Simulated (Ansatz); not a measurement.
A relaxed structure of AlN. Space group P6₃mc (No. 186), AFLOW prototype AB_hP12_186_a2b_a2b (B6, as in SiC). All values below come from PBEsol (plane waves to 420 eV, PAW, scalar-relativistic; Ansatz, a first-principles code).

```cif
data_Al6N6
_chemical_formula_sum 'Al6 N6'
_space_group_name_H-M_alt 'P 1'
_space_group_IT_number 1
_cell_length_a 3.10050
_cell_length_b 3.10050
_cell_length_c 15.10684
_cell_angle_alpha 90.000
_cell_angle_beta 90.000
_cell_angle_gamma 120.000
loop_
_space_group_symop_operation_xyz
  'x, y, z'
loop_
_atom_site_label
_atom_site_type_symbol
_atom_site_fract_x
_atom_site_fract_y
_atom_site_fract_z
_atom_site_occupancy
Al1 Al 0.00000 0.00000 0.99965 1
Al2 Al 0.00000 0.00000 0.49965 1
Al3 Al 0.66667 0.33333 0.83391 1
Al4 Al 0.33333 0.66667 0.33391 1
Al5 Al 0.66667 0.33333 0.16675 1
Al6 Al 0.33333 0.66667 0.66675 1
N1 N 0.00000 0.00000 0.87447 1
N2 N 0.00000 0.00000 0.37447 1
N3 N 0.66667 0.33333 0.70802 1
N4 N 0.33333 0.66667 0.20802 1
N5 N 0.66667 0.33333 0.04089 1
N6 N 0.33333 0.66667 0.54089 1
```

```yaml
volume_per_atom: 10.48 Å³
density: 3.25 g/cm³
band_gap: 3.69 eV, indirect (valence top at Γ, conduction bottom at M) (no spin-orbit coupling)
smallest_direct_gap: 4.07 eV at Γ
shortest_distances: Al–N 1.89 Å; Al–Al 3.08 Å; N–N 3.09 Å
k-mesh: 10×10×2
```

Band energies at high-symmetry points (eV from the VBM; labels of this space group; no spin-orbit coupling), from −5 eV up to 8.7 eV:

| point | energies |
|---|---|
| Γ | -4.64 -4.57 -1.91 -1.85 -0.60 -0.60 -0.52 -0.52 -0.43 -0.43 -0.22 -0.22 -0.19 -0.19 -0.06 -0.06 0.00 4.07 5.44 5.57 6.70 6.96 7.01 |
| M | -4.59 -4.50 -2.78 -2.63 -1.88 -1.75 -1.65 -1.62 -1.56 -1.26 -0.95 -0.92 -0.79 -0.54 3.69 4.15 5.46 5.63 7.29 7.36 8.10 8.51 |
| K | -4.72 -4.72 -4.72 -4.39 -4.20 -4.20 -4.02 -4.02 -3.76 -3.00 -2.89 -2.89 -1.86 -1.86 -1.68 -1.13 -1.01 -1.01 5.62 5.62 5.87 6.30 7.42 7.42 8.53 8.53 |
| A | -3.30 -3.30 -0.60 -0.60 -0.57 -0.57 -0.57 -0.57 -0.34 -0.34 -0.34 -0.34 -0.10 -0.10 -0.10 -0.10 4.56 4.56 6.33 6.33 7.00 7.00 |
| L | -4.67 -4.67 -2.50 -2.50 -2.00 -2.00 -1.80 -1.80 -1.28 -1.28 -0.88 -0.88 -0.65 -0.65 3.87 3.87 5.64 5.64 7.19 7.19 8.50 8.50 |
| H | -4.65 -4.65 -4.60 -4.60 -4.45 -4.45 -3.71 -3.71 -3.38 -3.38 -3.11 -3.11 -1.69 -1.69 -1.37 -1.37 -1.10 -1.10 5.66 5.66 6.08 6.08 7.33 7.33 8.57 8.57 |

No spin polarisation in the result.

The run could not lose the symmetry of its start.

The first start was generated by placing the elements on the sites of a structure type. A measured structure of AlN has the same space group, P6₃mc (No. 186); the sites were not compared with it.
